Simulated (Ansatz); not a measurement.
Given:

VIr:
```cif
data_IrV
_chemical_formula_sum 'Ir1 V1'
_space_group_name_H-M_alt 'P 1'
_space_group_IT_number 1
_cell_length_a 2.71804
_cell_length_b 2.71804
_cell_length_c 3.63991
_cell_angle_alpha 90.000
_cell_angle_beta 90.000
_cell_angle_gamma 90.000
loop_
_space_group_symop_operation_xyz
  'x, y, z'
loop_
_atom_site_label
_atom_site_type_symbol
_atom_site_fract_x
_atom_site_fract_y
_atom_site_fract_z
_atom_site_occupancy
Ir1 Ir 0.00000 0.00000 0.00000 1
V1 V 0.50000 0.50000 0.50000 1
```

This is the PBEsol-relaxed structure.

Q: All from PBEsol in the plane-wave PAW code Ansatz, unless another level is named. Give the formation energy from the elements (no fitted shifts).

A: -0.50 eV/atom.

Q: Next, the density of states at the Fermi level?

A: 1.1 states/eV per atom (mean over ±0.08 eV).

Space group P4/mmm (L1₀ or tetragonal B2). The workflow started from an entry of the Crystallography Open Database (COD), which files this formula under 2 space groups. Whether it is the stable phase at ambient conditions was not checked. The cell was relaxed with PBEsol under the symmetry of its start; its stability against distortions is not shown here. The workflow began spin-polarised and lost its moments. The references are the lowest solids computed at this level, not always the standard phases. Spin–orbit coupling is left out wherever it is not named.

Potentials: the later of the program's two PAW sets.
